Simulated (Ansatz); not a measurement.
# ZnSnSb2: how the energy converges with the cutoff

ZnSnSb2, P-4m2, a = 4.486 Å, c = 6.276 Å. The structure is a Materials Project entry; whether it is the stable form wasn't checked. Ansatz: PBEsol, PAW, cutoff varied, Γ-centred 10×10×8 mesh on 4 atoms, Gaussian smearing 0.10 eV; no spin polarisation. Single points at one geometry, the cutoff alone changed; ΔE is the energy at zero smearing over the run at 500 eV. The runs up to 350 eV lie under the cutoff recommended for these PAW datasets.

| cutoff (eV) | ΔE (meV/atom) |
| --- | --- |
| 250 | 997.08 |
| 300 | ? |
| 350 | 5.83 |
| 420 | 1.27 |

**Question.** Assume ΔE falls exponentially with the cutoff, fit y = ln ΔE against x, the cutoff in eV, to the other rows, and predict the missing value.

**Answer.** y = 6.905, 1.763, 0.239. Means x = 340.0, y = 2.9690; Σ(Δx)² = 14600, ΣΔxΔy = -584.7; the slope is their ratio. y = 16.59 − 0.04005 x, a factor of ten per 57 eV. At 300 eV this gives ΔE = 97.03 meV/atom. The run gave 87.58, a ratio of 1.11. Between neighbouring rows the decay runs from a factor of ten per 42 eV to one per 106 eV, so one exponential is only a rough guide. The fast fall gives way to a slow tail.

1 further run of this set didn't finish or converge.